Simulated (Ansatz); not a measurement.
Here is the system:

BaTiO3 (cubic perovskite, space group No. 221), a = 3.9944 Å, b = 3.9944 Å, c = 3.9944 Å, α = 90.00°, β = 90.00°, γ = 90.00°.

This is the r²SCAN-relaxed structure.

Problem. All from plane-wave PAW r²SCAN (Ansatz code), unless another level is named. Give the electron effective mass, band 3 of 3 at the edge.

Solution. 0.44 along [100], 0.44 along [110], 0.59 along [111] (mₑ).

Problem. Give the HSE06 gap on the r²SCAN cell.

Solution. 3.21 eV.

Problem. Give the gap with spin–orbit coupling.

Solution. 2.16 eV.

Problem. What about the weight of the valence-edge state by species (Voronoi cells)?

Solution. O 98 %.

Space group Pm-3m (cubic perovskite). This is a known high-temperature phase of the composition, computed here at zero pressure and temperature. The cell was relaxed with r²SCAN under the symmetry of its start. At this level the phase is dynamically unstable (imaginary phonons). The run is not spin-polarised. Scalar-relativistic: spin–orbit coupling is off unless named, which matters more the heavier the elements.

Potentials: the earlier of the program's two PAW sets.
